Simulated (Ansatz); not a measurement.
Geometry optimisation in Ansatz: input, command and trajectory.

```yaml
crystal:
  lattice:
    - [4.175004697, 0.0, 0.0]
    - [0.0, 4.175004697, 0.0]
    - [0.0, 0.0, 6.37022886]
  atoms:
    - { symbol: As, position: [0.0, 0.0, 0.0] }
    - { symbol: As, position: [0.5, 0.5, 0.0] }
    - { symbol: As, position: [0.0, 0.5, 0.27] }
    - { symbol: As, position: [0.5, 0.0, 0.73] }
    - { symbol: Au, position: [0.0, 0.5, 0.7] }
    - { symbol: Au, position: [0.5, 0.0, 0.3] }
basis:
  ecutwfc: 420
kpoints:
  mp_grid: { grid: [4, 4, 4] }
hamiltonian:
  xc: pbe
scf:
  occupations: { method: gaussian, width: 0.1 }
  lower_state_search: "off"
output:
  forces: true
  stress: true
  eigenvalues: true
relax:
  adjacent_minimum: "off"
  f_tol: 0.04
  max_steps: 70
  cell: { stress_tol: 0.4 }
```

```bash
ansatz run input.yaml --threads 1 --pin off --max-ram 2560MiB --backend cpu --events-out ev --progress --plain --runs-dir out
```

The calculation used DFT PBE, scalar-relativistic, plane waves, PAW (Ansatz 0.2.0).

Of 14 frames 9 are shown, positions in Å and forces in eV/Å; the SCF threshold varies from step to step. Steps run on the plane waves of an earlier cell, with a Pulay correction in the pressure. The basis is chosen afresh for the last frame, the zero of the energies, and at times for earlier ones too; energy and pressure step there, also at an unchanged geometry. Here that happened at step 12 (-5 meV/atom, 0.4 GPa); the frames before carry an error of that size.

```xyz
6
Lattice="4.1750 0.0000 0.0000 0.0000 4.1750 0.0000 0.0000 0.0000 6.3702" Properties=species:S:1:pos:R:3:forces:R:3 pbc="T T T" step=1 free_energy_over_end_meV_per_atom=224.62 pressure_GPa=11.88
As    0.0000    0.0000    0.0000    0.0000    0.0000    0.0000
As    2.0875    2.0875    0.0000    0.0000    0.0000    0.0000
As    0.0000    2.0875    1.7200    0.0000    0.0000    1.5934
As    2.0875    0.0000    4.6503    0.0000    0.0000   -1.5934
Au    0.0000    2.0875    4.4592    0.0000    0.0000   -0.8459
Au    2.0875    0.0000    1.9111    0.0000    0.0000    0.8459
6
Lattice="4.3784 0.0000 0.0000 0.0000 4.3784 0.0000 0.0000 0.0000 6.5627" Properties=species:S:1:pos:R:3:forces:R:3 pbc="T T T" step=2 free_energy_over_end_meV_per_atom=113.47 pressure_GPa=-2.15
As    0.0000    0.0000    0.0000    0.0000    0.0000    0.0000
As    2.1892    2.1892    0.0000    0.0000    0.0000    0.0000
As    0.0000    2.1892    1.8990    0.0000    0.0000    0.4455
As    2.1892    0.0000    4.6637    0.0000    0.0000   -0.4455
Au    0.0000    2.1892    4.5246    0.0000    0.0000   -0.0464
Au    2.1892    0.0000    2.0381    0.0000    0.0000    0.0464
6
Lattice="4.2500 0.0000 0.0000 0.0000 4.2500 0.0000 0.0000 0.0000 6.5814" Properties=species:S:1:pos:R:3:forces:R:3 pbc="T T T" step=4 free_energy_over_end_meV_per_atom=73.04 pressure_GPa=1.50
As    0.0000    0.0000    0.0000    0.0000    0.0000    0.0000
As    2.1250    2.1250    0.0000    0.0000    0.0000    0.0000
As    0.0000    2.1250    2.1679    0.0000    0.0000    0.0001
As    2.1250    0.0000    4.4135    0.0000    0.0000   -0.0001
Au    0.0000    2.1250    4.6595    0.0000    0.0000    0.3666
Au    2.1250    0.0000    1.9219    0.0000    0.0000   -0.3666
6
Lattice="4.1308 0.0000 0.0000 0.0000 4.1308 0.0000 0.0000 0.0000 6.7503" Properties=species:S:1:pos:R:3:forces:R:3 pbc="T T T" step=5 free_energy_over_end_meV_per_atom=54.31 pressure_GPa=4.79
As    0.0000    0.0000    0.0000    0.0000    0.0000    0.0000
As    2.0654    2.0654    0.0000    0.0000    0.0000    0.0000
As    0.0000    2.0654    2.4304    0.0000    0.0000   -0.2331
As    2.0654    0.0000    4.3200    0.0000    0.0000    0.2331
Au    0.0000    2.0654    4.8923    0.0000    0.0000    0.2108
Au    2.0654    0.0000    1.8581    0.0000    0.0000   -0.2108
6
Lattice="4.1374 0.0000 0.0000 0.0000 4.1374 0.0000 0.0000 0.0000 7.2365" Properties=species:S:1:pos:R:3:forces:R:3 pbc="T T T" step=7 free_energy_over_end_meV_per_atom=25.72 pressure_GPa=-3.28
As    0.0000    0.0000    0.0000    0.0000    0.0000    0.0000
As    2.0687    2.0687    0.0000    0.0000    0.0000    0.0000
As    0.0000    2.0687    2.6520    0.0000    0.0000    0.0690
As    2.0687    0.0000    4.5845    0.0000    0.0000   -0.0690
Au    0.0000    2.0687    5.2116    0.0000    0.0000   -0.0813
Au    2.0687    0.0000    2.0248    0.0000    0.0000    0.0813
6
Lattice="4.0399 0.0000 0.0000 0.0000 4.0399 0.0000 0.0000 0.0000 7.3603" Properties=species:S:1:pos:R:3:forces:R:3 pbc="T T T" step=8 free_energy_over_end_meV_per_atom=11.27 pressure_GPa=-1.09
As    0.0000    0.0000    0.0000    0.0000    0.0000    0.0000
As    2.0199    2.0199    0.0000    0.0000    0.0000    0.0000
As    0.0000    2.0199    2.7185    0.0000    0.0000    0.0349
As    2.0199    0.0000    4.6418    0.0000    0.0000   -0.0349
Au    0.0000    2.0199    5.2910    0.0000    0.0000   -0.2234
Au    2.0199    0.0000    2.0692    0.0000    0.0000    0.2234
6
Lattice="3.9717 0.0000 0.0000 0.0000 3.9717 0.0000 0.0000 0.0000 7.4999" Properties=species:S:1:pos:R:3:forces:R:3 pbc="T T T" step=10 free_energy_over_end_meV_per_atom=6.05 pressure_GPa=-0.19
As    0.0000    0.0000    0.0000    0.0000    0.0000    0.0000
As    1.9858    1.9858    0.0000    0.0000    0.0000    0.0000
As    0.0000    1.9858    2.7307    0.0000    0.0000    0.0410
As    1.9858    0.0000    4.7692    0.0000    0.0000   -0.0410
Au    0.0000    1.9858    5.3000    0.0000    0.0000   -0.0430
Au    1.9858    0.0000    2.1999    0.0000    0.0000    0.0430
6
Lattice="3.9728 0.0000 0.0000 0.0000 3.9728 0.0000 0.0000 0.0000 7.4871" Properties=species:S:1:pos:R:3:forces:R:3 pbc="T T T" step=11 free_energy_over_end_meV_per_atom=5.97 pressure_GPa=-0.01
As    0.0000    0.0000    0.0000    0.0000    0.0000    0.0000
As    1.9864    1.9864    0.0000    0.0000    0.0000    0.0000
As    0.0000    1.9864    2.7297    0.0000    0.0000   -0.0029
As    1.9864    0.0000    4.7574    0.0000    0.0000    0.0029
Au    0.0000    1.9864    5.2895    0.0000    0.0000   -0.0010
Au    1.9864    0.0000    2.1976    0.0000    0.0000    0.0010
6
Lattice="3.9537 0.0000 0.0000 0.0000 3.9537 0.0000 0.0000 0.0000 7.5827" Properties=species:S:1:pos:R:3:forces:R:3 pbc="T T T" step=14 free_energy_over_end_meV_per_atom=0.00 pressure_GPa=0.13
As    0.0000    0.0000    0.0000    0.0000    0.0000    0.0000
As    1.9768    1.9768    0.0000    0.0000    0.0000    0.0000
As    0.0000    1.9768    2.7682    0.0000    0.0000    0.0089
As    1.9768    0.0000    4.8145    0.0000    0.0000   -0.0089
Au    0.0000    1.9768    5.3355    0.0000    0.0000   -0.0047
Au    1.9768    0.0000    2.2471    0.0000    0.0000    0.0047
```

The start puts this composition into another compound's structure type, which needn't suit it. At the end the space group is P4/nmm (tolerance 0.05 Å).

Time: 2 min on 1 thread of Arm Neoverse V1 (shared host), peak memory 0.42 GiB.

The k mesh is coarse. Spin–orbit coupling is left out, which can shift energies with elements as heavy as these.